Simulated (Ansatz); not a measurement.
# AlGaN$_{2}$: energy along a strain

AlGaN$_{2}$, P-4m2, a = 3.141 Å, c = 4.424 Å (as given, not relaxed at this level: -5.0 GPa, forces to 0.20 eV/Å). The structure is a Materials Project entry; whether it is the stable form wasn't checked. Ansatz: LDA, PAW, 420 eV, Γ-centred 8×8×6 mesh on 4 atoms, Gaussian smearing 0.05 eV; no spin polarisation. Cell vectors (Å): 3.141 0.000 0.000; 0.000 3.141 0.000; 0.000 0.000 4.424. The cell is strained by x per cent times the pattern (1 1 0 0 0 0) in the order xx yy zz yz xz xy (engineering shears), with fractional coordinates held. y is the free energy over the start, V0 = 10.910 Å³/atom.

```
x (%) y (meV/atom)
-2.00             ?
-1.50         -3.32
-1.00         -3.73
-0.50         -2.62
 0.00          0.00
 0.50          4.03
 1.00          9.49
 1.50         16.29
 1.75         20.17
 2.00         24.41
```

**Question.** Fit y = c1 x + c2 x² + c3 x³ to the other rows, get the stiffness along the pattern, and predict the missing energy.

**Answer.** Least squares on the rows shown. y = 6.6623 x + 2.8807 x² − 0.055664 x³. The clamped-ion stiffness p·C·p = 2 × 28.81 eV × 160.2 / 10.910 Å³ = 846 GPa (second derivative at the start, which stands under stress). At x = -2.00 the fit asked for gives -1.36 meV/atom. The run gave -1.29 meV/atom, so the fit is 0.07 meV/atom too low, a small miss on the scale of the series.